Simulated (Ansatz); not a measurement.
Mg (hcp (Mg type), P6_3/mmc) under volume change, plane-wave PAW r²SCAN (Ansatz code), shape and atoms relaxed at each volume.

```csv
V (Å³/atom),E − E(relaxed) (meV/atom),P (GPa)
20.548,26.4,4.50
21.226,11.2,2.77
21.903,…,…
22.581,0.0,0.00
23.258,2.4,-1.10
23.935,…,…
24.613,19.6,-2.88
```

Task: Fill in the missing entries.

Result: 
- 23.935, E − E(relaxed) (meV/atom): 9.1
- 23.935, P (GPa): -2.06
- 21.903, E − E(relaxed) (meV/atom): 2.7
- 21.903, P (GPa): 1.29

Task: What does a third-order Birch–Murnaghan fit give for V₀, B₀ and B′?

Result: V₀ = 22.58 Å³/atom, B₀ = 39.6 GPa, B′ = 3.9.

The cell was relaxed with r²SCAN under the symmetry of its start; of distortions, only those at the zone centre were tested.

Potentials: the earlier of the program's two PAW sets.
